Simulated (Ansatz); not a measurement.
Crystals of one structure type (rock salt), relaxed and computed with DFT-PBE in the program Ansatz with PAW potentials.

```tsv
crystal	a (Å)	ΔH_f (eV/atom)	B₀ by P(V) fit (GPa)
AlRu	4.982	0.15	144
ZrRu	5.356	0.05	140
MoRu	5.101	0.88	214
TaRu	5.207	0.34	200
RuW	___	___	___
```

Task: Fill in the missing entries.

Result: 
- RuW, a (Å): 5.130
- RuW, ΔH_f (eV/atom): 0.97
- RuW, B₀ by P(V) fit (GPa): 233

Typed or built starts, not in the databases checked: AlRu, rock salt; ZrRu, rock salt; MoRu, rock salt; TaRu, rock salt; RuW, rock salt. All cells were relaxed under the symmetry of their starts (and spin orders); stability against distortions was not tested throughout. Rows with no word on spin ran without spin polarisation. Scalar-relativistic: spin–orbit coupling is off unless named, which matters more the heavier the elements.

Potentials: the later of the program's two PAW sets.

Formation energies count from the lowest solids of the elements computed at the same level, not from gases.
